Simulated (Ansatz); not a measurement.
Rb2NaScCl6:
Space group Fm-3m (No. 225); a = 10.370 Å, b = 10.370 Å, c = 10.370 Å, α = 90.00°, β = 90.00°, γ = 90.00°

```json
[
 {"atom": "Rb", "site": "8c", "symmetry": "-43m", "x": "0.2500", "y": "0.2500", "z": "0.2500"},
 {"atom": "Na", "site": "4b", "symmetry": "m-3m", "x": "0.5000", "y": "0.5000", "z": "0.5000"},
 {"atom": "Sc", "site": "4a", "symmetry": "m-3m", "x": "0.0000", "y": "0.0000", "z": "0.0000"},
 {"atom": "Cl", "site": "24e", "symmetry": "4m.m", "x": "0.0000", "y": "0.0000", "z": "0.2392"}
]
```
(The calculation used a cell of 10 atoms; values per cell refer to that cell.)

Relaxed with r²SCAN.

Question: Which orbitals make up the states near the band edges in r²SCAN in the plane-wave PAW code Ansatz?

Answer: Top 1 eV of the valence band: Cl 3p 98 %. Bottom 1 eV of the conduction band: Sc 3d 86 %, Cl 3p 9 %. Projections are on Löwdin-orthogonalised atomic valence shells; empty p or d shells of many metals are not among them.

Question: Tabulate the density of states.

Answer: States/eV per cell of 10 atoms, in 0.25 eV bins, energy from the valence-band maximum.

```
E (eV)  total  Cl 3p  Sc 3d  Rb 5s
------  -----  -----  -----  -----
-7.85    0.00   0.00   0.00   0.00
-7.60    0.00   0.00   0.00   0.00
-7.35    0.00   0.00   0.00   0.00
-7.10    0.00   0.00   0.00   0.00
-6.85    0.00   0.00   0.00   0.00
-6.60    0.00   0.00   0.00   0.00
-6.35    0.00   0.00   0.00   0.00
-6.10    0.00   0.00   0.00   0.00
-5.85    0.00   0.00   0.00   0.00
-5.60    0.00   0.00   0.00   0.00
-5.35    0.00   0.00   0.00   0.00
-5.10    0.00   0.00   0.00   0.00
-4.85    0.00   0.00   0.00   0.00
-4.60    0.00   0.00   0.00   0.00
-4.35    0.00   0.00   0.00   0.00
-4.10    0.00   0.00   0.00   0.00
-3.85    0.00   0.00   0.00   0.00
-3.60    0.00   0.00   0.00   0.00
-3.35    0.00   0.00   0.00   0.00
-3.10    1.00   0.84   0.00   0.00
-2.85    3.80   3.25   0.03   0.02
-2.60    3.21   2.76   0.05   0.01
-2.35    7.24   6.28   0.45   0.07
-2.10    9.76   8.71   0.75   0.15
-1.85   23.30  20.83   1.79   0.29
-1.60   23.70  21.34   1.84   0.11
-1.35    0.00   0.00   0.00   0.00
-1.10    9.03   8.63   0.06   0.17
-0.85   16.09  15.68   0.10   0.09
-0.60   17.38  17.09   0.08   0.05
-0.35   20.23  20.02   0.05   0.01
-0.10    9.26   9.22   0.01   0.00
0.15     0.00   0.00   0.00   0.00
0.40     0.00   0.00   0.00   0.00
0.65     0.00   0.00   0.00   0.00
0.90     0.00   0.00   0.00   0.00
1.15     0.00   0.00   0.00   0.00
1.40     0.00   0.00   0.00   0.00
1.65     0.00   0.00   0.00   0.00
1.90     0.00   0.00   0.00   0.00
2.15     0.00   0.00   0.00   0.00
2.40     0.00   0.00   0.00   0.00
2.65     0.00   0.00   0.00   0.00
2.90     0.00   0.00   0.00   0.00
3.15     0.00   0.00   0.00   0.00
3.40     0.00   0.00   0.00   0.00
3.65     0.00   0.00   0.00   0.00
3.90     0.00   0.00   0.00   0.00
4.15     0.00   0.00   0.00   0.00
4.40    10.66   0.88   9.19   0.21
4.65    13.33   1.38  11.54   0.06
4.90     0.00   0.00   0.00   0.00
5.15     0.00   0.00   0.00   0.00
5.40     0.00   0.00   0.00   0.00
5.65     3.26   0.37   2.29   0.00
5.90     5.56   0.86   3.97   0.01
6.15     7.24   1.31   5.19   0.05
6.40     0.31   0.01   0.01   0.21
6.65     0.48   0.02   0.00   0.32
6.90     0.65   0.03   0.01   0.43
7.15     0.86   0.05   0.01   0.56
7.40     1.18   0.08   0.01   0.76
7.65     2.21   0.12   0.02   1.05
7.90     4.49   0.20   0.03   2.00
8.15     6.25   0.25   0.04   2.39
8.40     7.79   0.24   0.05   1.66
8.65     9.39   0.21   0.07   0.86
8.90    10.27   0.20   0.06   0.57
9.15     8.51   0.12   0.05   0.14
```

The first step of the workflow began from a Materials Project structure, measured or hypothetical; the Crystallography Open Database copy checked does not list it. Its standing as an ambient phase is unchecked. Symmetry was held in the r²SCAN relaxation; its stability against distortions is not shown here. No spin polarisation was allowed. Spin–orbit coupling is left out wherever it is not named.

Potentials: the later of the program's two PAW sets.
